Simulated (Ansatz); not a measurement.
PtW:
```cif
data_PtW
_chemical_formula_sum 'Pt1 W1'
_space_group_name_H-M_alt 'P 1'
_space_group_IT_number 1
_cell_length_a 2.71372
_cell_length_b 2.71372
_cell_length_c 4.10004
_cell_angle_alpha 90.000
_cell_angle_beta 90.000
_cell_angle_gamma 90.000
loop_
_space_group_symop_operation_xyz
  'x, y, z'
loop_
_atom_site_label
_atom_site_type_symbol
_atom_site_fract_x
_atom_site_fract_y
_atom_site_fract_z
_atom_site_occupancy
Pt1 Pt 0.00000 0.00000 0.00000 1
W1 W 0.50000 0.50000 0.50000 1
```

Relaxed with PBEsol.

Question: Which orbitals make up the states near the Fermi level in DFT-PBEsol in the program Ansatz with PAW potentials?

Answer: Within 0.5 eV of the Fermi level: W 5d 62 %, Pt 5d 32 %. Projections are on Löwdin-orthogonalised atomic valence shells; empty p or d shells of many metals are not among them.

Question: Tabulate the density of states.

Answer: States/eV per cell of 2 atoms, in 0.25 eV bins, energy from the Fermi level.

| E (eV) | total | Pt 5d | W 5d | Pt 6s |
|---|---|---|---|---|
| -7.85 | 0.57 | 0.12 | 0.09 | 0.23 |
| -7.60 | 0.93 | 0.32 | 0.21 | 0.26 |
| -7.35 | 1.27 | 0.57 | 0.28 | 0.22 |
| -7.10 | 1.80 | 0.87 | 0.41 | 0.22 |
| -6.85 | 2.47 | 1.38 | 0.56 | 0.21 |
| -6.60 | 2.78 | 1.76 | 0.62 | 0.16 |
| -6.35 | 2.66 | 1.71 | 0.66 | 0.13 |
| -6.10 | 2.41 | 1.60 | 0.61 | 0.11 |
| -5.85 | 2.38 | 1.68 | 0.55 | 0.08 |
| -5.60 | 1.73 | 1.28 | 0.37 | 0.04 |
| -5.35 | 2.41 | 1.80 | 0.48 | 0.04 |
| -5.10 | 2.50 | 1.90 | 0.47 | 0.05 |
| -4.85 | 2.51 | 1.93 | 0.42 | 0.08 |
| -4.60 | 1.96 | 1.48 | 0.32 | 0.09 |
| -4.35 | 2.15 | 1.60 | 0.37 | 0.09 |
| -4.10 | 2.05 | 1.39 | 0.49 | 0.08 |
| -3.85 | 1.79 | 1.21 | 0.43 | 0.06 |
| -3.60 | 2.26 | 1.51 | 0.57 | 0.06 |
| -3.35 | 3.17 | 2.13 | 0.80 | 0.08 |
| -3.10 | 2.85 | 1.65 | 0.95 | 0.06 |
| -2.85 | 2.55 | 1.22 | 1.08 | 0.06 |
| -2.60 | 2.59 | 1.06 | 1.26 | 0.06 |
| -2.35 | 2.16 | 0.83 | 1.07 | 0.05 |
| -2.10 | 2.10 | 0.85 | 1.00 | 0.04 |
| -1.85 | 1.79 | 0.68 | 0.88 | 0.04 |
| -1.60 | 1.69 | 0.52 | 0.94 | 0.03 |
| -1.35 | 1.35 | 0.31 | 0.84 | 0.02 |
| -1.10 | 1.03 | 0.26 | 0.64 | 0.02 |
| -0.85 | 0.81 | 0.20 | 0.52 | 0.01 |
| -0.60 | 0.94 | 0.22 | 0.62 | 0.01 |
| -0.35 | 1.18 | 0.33 | 0.74 | 0.01 |
| -0.10 | 1.38 | 0.57 | 0.73 | 0.01 |
| 0.15 | 1.67 | 0.49 | 1.09 | 0.01 |
| 0.40 | 1.84 | 0.55 | 1.18 | 0.02 |
| 0.65 | 2.06 | 0.64 | 1.28 | 0.04 |
| 0.90 | 1.52 | 0.33 | 1.05 | 0.03 |
| 1.15 | 1.18 | 0.17 | 0.90 | 0.03 |
| 1.40 | 1.32 | 0.18 | 0.99 | 0.06 |
| 1.65 | 1.47 | 0.22 | 1.03 | 0.12 |
| 1.90 | 1.70 | 0.23 | 1.26 | 0.10 |
| 2.15 | 1.84 | 0.26 | 1.39 | 0.08 |
| 2.40 | 2.40 | 0.35 | 1.79 | 0.09 |
| 2.65 | 2.15 | 0.31 | 1.56 | 0.08 |
| 2.90 | 1.79 | 0.26 | 1.26 | 0.07 |
| 3.15 | 1.11 | 0.14 | 0.73 | 0.06 |
| 3.40 | 0.83 | 0.09 | 0.51 | 0.07 |
| 3.65 | 0.75 | 0.07 | 0.44 | 0.07 |
| 3.90 | 0.61 | 0.05 | 0.29 | 0.08 |
| 4.15 | 0.54 | 0.05 | 0.21 | 0.08 |
| 4.40 | 0.53 | 0.04 | 0.18 | 0.09 |
| 4.65 | 0.53 | 0.03 | 0.16 | 0.11 |

Space group P4/mmm (L1₀ or tetragonal B2). The start of the workflow was typed in or built on a structure type; neither database checked (COD, Materials Project) lists it. Whether it is the stable phase at ambient conditions was not checked. Symmetry was held in the PBEsol relaxation; its stability against distortions is not shown here. The run is not spin-polarised. Spin–orbit coupling is left out wherever it is not named.

Potentials: the later of the program's two PAW sets.
